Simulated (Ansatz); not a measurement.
A geometry of TaSi2 away from equilibrium: step 4 of the relaxation of a relaxed TaSi2 cell displaced along its unstable phonon at q = (½, 0, 0) of its primitive reciprocal cell (122i cm⁻¹), largest move 0.15 Å. All values below come from PBE (plane waves to 420 eV, PAW, scalar-relativistic; Ansatz, an electronic-structure program). Γ-centred k-mesh 9×9×9 on the run's cell (coarser than for final values), Fermi–Dirac smearing 0.05 eV. The plane waves were selected for a different cell earlier on the path.

```yaml
crystal:
  lattice:
    - [0.35914, 5.78361, 5.78361]
    - [3.07137, 0.00000, 3.07137]
    - [3.07137, 3.07137, 0.00000]
  atoms:
    - { symbol: Ta, position: [0.92920, 0.04720, 0.04720] }
    - { symbol: Ta, position: [0.57080, 0.95280, 0.95280] }
    - { symbol: Si, position: [0.15962, 0.22692, 0.22692] }
    - { symbol: Si, position: [0.53707, 0.30862, 0.30862] }
    - { symbol: Si, position: [0.34038, 0.77308, 0.77308] }
    - { symbol: Si, position: [0.96293, 0.69138, 0.69138] }
```

Task: Give the Cartesian forces on all atoms (eV/Å).

Result: 
```json
[
 {"atom": "Ta1", "Fx": "-0.07", "Fy": "0.07", "Fz": "0.07"},
 {"atom": "Ta2", "Fx": "0.07", "Fy": "-0.07", "Fz": "-0.07"},
 {"atom": "Si3", "Fx": "0.01", "Fy": "-0.01", "Fz": "-0.01"},
 {"atom": "Si4", "Fx": "0.43", "Fy": "-0.43", "Fz": "-0.43"},
 {"atom": "Si5", "Fx": "-0.01", "Fy": "0.01", "Fz": "0.01"},
 {"atom": "Si6", "Fx": "-0.43", "Fy": "0.43", "Fz": "0.43"}
]
```

The path ends in R-3m (No. 166). No spin polarisation in the result.

The run could not lose the symmetry of its start: the end is stationary, and may be a saddle point rather than a minimum.

The end of the path is a generated cell of TaSi2: the first start was made by placing the elements on the sites of a structure type, and the end was not matched to a known phase here, so it may be hypothetical. Known forms of TaSi2 include space group No. 181.
